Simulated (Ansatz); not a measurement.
**Cs$_{2}$ReSe$_{6}$: relaxation (Ansatz)**

The command:

```bash
ansatz run input.yaml --threads 2 --pin off --max-ram 2560MiB --backend cpu --events-out ev --progress --plain --runs-dir out
```

Input:

```yaml
crystal:
  lattice:
    - [7.362447, 0.0, 0.0]
    - [-3.681224, 6.376069, 0.0]
    - [0.0, 0.0, 5.791995]
  atoms:
    - { symbol: Re, position: [0.0, 0.0, 0.0] }
    - { symbol: Se, position: [0.3027, 0.15135, 0.2165] }
    - { symbol: Se, position: [0.84865, 0.15135, 0.2165] }
    - { symbol: Se, position: [0.84865, 0.6973, 0.2165] }
    - { symbol: Se, position: [0.15135, 0.3027, 0.7835] }
    - { symbol: Se, position: [0.15135, 0.84865, 0.7835] }
    - { symbol: Se, position: [0.6973, 0.84865, 0.7835] }
    - { symbol: Cs, position: [0.3333, 0.6667, 0.30027] }
    - { symbol: Cs, position: [0.6667, 0.3333, 0.69973] }
  symmetry: { tolerance: 0.0003 }
kpoints:
  mp_grid: { grid: [5, 5, 6], shift: [0, 0, 0] }
magnetization:
  spin_polarized: false
scf:
  occupations: { method: fermi_dirac }
  lower_state_search: "off"
hamiltonian:
  pseudopotentials: { kind: paw }
  xc: pbesol
basis:
  ecutwfc: 420
  fft_grid_basis: typed
relax:
  max_steps: 80
  cell: { p_target: 0.0 }
  f_tol: 0.03
output:
  forces: true
  stress: true
  eigenvalues: true
  bader: true
  populations: true
  elf: true
  write_potential: true
  volumetric_format: npy
  dos:
    e_range: [-12, 8]
    de: 0.05
    projected: { site_lists: { Cs: [Cs], Re: [Re], Se: [Se] } }
  write_density: true
checkpoint:
  read: saved_state
```

Origin of the cell: a known structure type with other elements, at an estimated volume, so it need not be a known compound.

The smearing width isn't typed, so it takes its default of 0.1 eV.

The saved state is a converged single point of the same cell.

Steps («new basis» is an SCF on plane waves selected anew at the same cell):

| step | ΔF (meV/atom) | max force component (eV/Å) | P (GPa) | volume (Å³) | SCF iterations | step was |
| --- | --- | --- | --- | --- | --- | --- |
| 1 | 0.0 | 2.275 | 6.56 | 271.90 | 7 | accepted |
| 2 | -181.6 | 0.427 | -3.00 | 275.31 | 7 | accepted |
| 3 | -287.5 | 0.372 | -1.57 | 257.67 | 7 | accepted |
| 4 | -348.6 | 0.488 | 0.35 | 246.97 | 8 | accepted |
| 5 | -365.9 | 0.312 | 2.55 | 242.99 | 7 | accepted |
| 6 | -381.3 | 0.048 | 0.75 | 254.46 | 6 | accepted |
| 7 | -383.2 | 0.036 | 0.12 | 260.39 | 6 | accepted |
| 8 | -383.3 | 0.054 | 0.04 | 264.35 | 6 | accepted |
| 9 | -383.6 | 0.006 | -0.02 | 264.13 | 6 | accepted |
| 10 | -383.6 | 0.006 | -0.02 | 264.13 | 8 | new basis |

Step 1, with forces in eV/Å:

```xyz
9
Lattice="7.362 0.000 0.000 -3.681 6.376 0.000 0.000 0.000 5.792" Properties=species:S:1:pos:R:3:forces:R:3 pbc="T T T" step=1
Re    0.000    0.000    0.000    0.000    0.000    0.000
Se    1.671    0.965    1.254    1.943    1.122    2.275
Se    5.691    0.965    1.254   -1.943    1.122    2.275
Se    3.681    4.446    1.254    0.000   -2.244    2.275
Se    0.000    1.930    4.538    0.000    2.244   -2.275
Se   -2.010    5.411    4.538    1.943   -1.122   -2.275
Se    2.010    5.411    4.538   -1.943   -1.122   -2.275
Cs    0.000    4.251    1.739    0.000    0.000   -0.098
Cs    3.681    2.125    4.053    0.000    0.000    0.098
```

Step 2, with forces in eV/Å:

```xyz
9
Lattice="7.413 0.000 0.000 -3.707 6.420 0.000 0.000 0.000 5.784" Properties=species:S:1:pos:R:3:forces:R:3 pbc="T T T" step=2
Re    0.000    0.000    0.000    0.000    0.000    0.000
Se    1.751    1.011    1.431   -0.369   -0.213    0.266
Se    5.663    1.011    1.431    0.369   -0.213    0.266
Se    3.707    4.399    1.431    0.000    0.427    0.266
Se    0.000    2.021    4.354    0.000   -0.427   -0.266
Se   -1.956    5.409    4.354   -0.369    0.213   -0.266
Se    1.956    5.409    4.354    0.369    0.213   -0.266
Cs    0.000    4.280    1.671    0.000    0.000   -0.304
Cs    3.707    2.140    4.113    0.000    0.000    0.304
```

Step 3, with forces in eV/Å:

```xyz
9
Lattice="7.341 0.000 0.000 -3.670 6.357 0.000 0.000 0.000 5.521" Properties=species:S:1:pos:R:3:forces:R:3 pbc="T T T" step=3
Re    0.000    0.000    0.000    0.000    0.000    0.000
Se    1.667    0.963    1.536   -0.045   -0.026    0.268
Se    5.674    0.963    1.536    0.045   -0.026    0.268
Se    3.670    4.432    1.536    0.000    0.052    0.268
Se    0.000    1.925    3.985    0.000   -0.052   -0.268
Se   -2.003    5.395    3.985   -0.045    0.026   -0.268
Se    2.003    5.395    3.985    0.045    0.026   -0.268
Cs    0.000    4.238    1.457    0.000    0.000   -0.372
Cs    3.670    2.119    4.064    0.000    0.000    0.372
```

Step 4, with forces in eV/Å:

```xyz
9
Lattice="7.376 0.000 0.000 -3.688 6.388 0.000 0.000 0.000 5.242" Properties=species:S:1:pos:R:3:forces:R:3 pbc="T T T" step=4
Re    0.000    0.000    0.000    0.000    0.000    0.000
Se    1.652    0.954    1.541   -0.025   -0.014    0.019
Se    5.724    0.954    1.541    0.025   -0.014    0.019
Se    3.688    4.480    1.541    0.000    0.029    0.019
Se    0.000    1.908    3.701    0.000   -0.029   -0.019
Se   -2.036    5.434    3.701   -0.025    0.014   -0.019
Se    2.036    5.434    3.701    0.025    0.014   -0.019
Cs    0.000    4.259    1.297    0.000    0.000   -0.488
Cs    3.688    2.129    3.944    0.000    0.000    0.488
```

Step 5, with forces in eV/Å:

```xyz
9
Lattice="7.520 0.000 0.000 -3.760 6.512 0.000 0.000 0.000 4.962" Properties=species:S:1:pos:R:3:forces:R:3 pbc="T T T" step=5
Re    0.000    0.000    0.000    0.000    0.000    0.000
Se    1.658    0.957    1.504    0.059    0.034   -0.312
Se    5.862    0.957    1.504   -0.059    0.034   -0.312
Se    3.760    4.598    1.504    0.000   -0.068   -0.312
Se    0.000    1.914    3.458    0.000    0.068    0.312
Se   -2.102    5.555    3.458    0.059   -0.034    0.312
Se    2.102    5.555    3.458   -0.059   -0.034    0.312
Cs    0.000    4.342    1.079    0.000    0.000   -0.269
Cs    3.760    2.171    3.883    0.000    0.000    0.269
```

Step 6, with forces in eV/Å:

```xyz
9
Lattice="7.635 0.000 0.000 -3.817 6.612 0.000 0.000 0.000 5.041" Properties=species:S:1:pos:R:3:forces:R:3 pbc="T T T" step=6
Re    0.000    0.000    0.000    0.000    0.000    0.000
Se    1.663    0.960    1.502    0.041    0.024    0.031
Se    5.971    0.960    1.502   -0.041    0.024    0.031
Se    3.817    4.691    1.502    0.000   -0.048    0.031
Se    0.000    1.921    3.539    0.000    0.048   -0.031
Se   -2.154    5.651    3.539    0.041   -0.024   -0.031
Se    2.154    5.651    3.539   -0.041   -0.024   -0.031
Cs    0.000    4.408    1.050    0.000    0.000   -0.030
Cs    3.817    2.204    3.991    0.000    0.000    0.030
```

Step 7, with forces in eV/Å:

```xyz
9
Lattice="7.728 0.000 0.000 -3.864 6.693 0.000 0.000 0.000 5.035" Properties=species:S:1:pos:R:3:forces:R:3 pbc="T T T" step=7
Re    0.000    0.000    0.000    0.000    0.000    0.000
Se    1.670    0.964    1.501   -0.031   -0.018   -0.008
Se    6.058    0.964    1.501    0.031   -0.018   -0.008
Se    3.864    4.764    1.501    0.000    0.036   -0.008
Se    0.000    1.929    3.533    0.000   -0.036    0.008
Se   -2.194    5.728    3.533   -0.031    0.018    0.008
Se    2.194    5.728    3.533    0.031    0.018    0.008
Cs    0.000    4.462    1.030    0.000    0.000    0.011
Cs    3.864    2.231    4.004    0.000    0.000   -0.011
```

Step 8, with forces in eV/Å:

```xyz
9
Lattice="7.777 0.000 0.000 -3.889 6.735 0.000 0.000 0.000 5.047" Properties=species:S:1:pos:R:3:forces:R:3 pbc="T T T" step=8
Re    0.000    0.000    0.000    0.000    0.000    0.000
Se    1.663    0.960    1.511    0.047    0.027   -0.035
Se    6.114    0.960    1.511   -0.047    0.027   -0.035
Se    3.889    4.815    1.511    0.000   -0.054   -0.035
Se    0.000    1.920    3.536    0.000    0.054    0.035
Se   -2.226    5.775    3.536    0.047   -0.027    0.035
Se    2.226    5.775    3.536   -0.047   -0.027    0.035
Cs    0.000    4.490    1.029    0.000    0.000    0.010
Cs    3.889    2.245    4.018    0.000    0.000   -0.010
```

Step 10, with forces in eV/Å:

```xyz
9
Lattice="7.785 0.000 0.000 -3.892 6.742 0.000 0.000 0.000 5.033" Properties=species:S:1:pos:R:3:forces:R:3 pbc="T T T" step=10
Re    0.000    0.000    0.000    0.000    0.000    0.000
Se    1.670    0.964    1.501   -0.006   -0.003   -0.006
Se    6.115    0.964    1.501    0.006   -0.003   -0.006
Se    3.892    4.814    1.501    0.000    0.006   -0.006
Se    0.000    1.928    3.532    0.000   -0.006    0.006
Se   -2.222    5.778    3.532   -0.006    0.003    0.006
Se    2.222    5.778    3.532    0.006    0.003    0.006
Cs    0.000    4.494    1.034    0.000    0.000    0.006
Cs    3.892    2.247    3.998    0.000    0.000   -0.006
```

```yaml
Free_energy_lowered_by: 383.6 meV/atom
Volume_change: -2.86 %
Final_pressure: -0.02 GPa
Relaxation_steps_listed: 10
Formation_energy_elements_under_the_same_functional_gases_as_molecules_uncorrected: -0.433 eV/atom
```

Caveats: no moments, though an odd count or open d shells may carry them; no spin-orbit coupling, though heavy elements are present; the relaxation held the start's symmetry, so the end may be a saddle point.

Time: 8.5 min on 2 threads of Arm Neoverse N1 (shared host), peak memory 0.87 GiB, from a saved density.
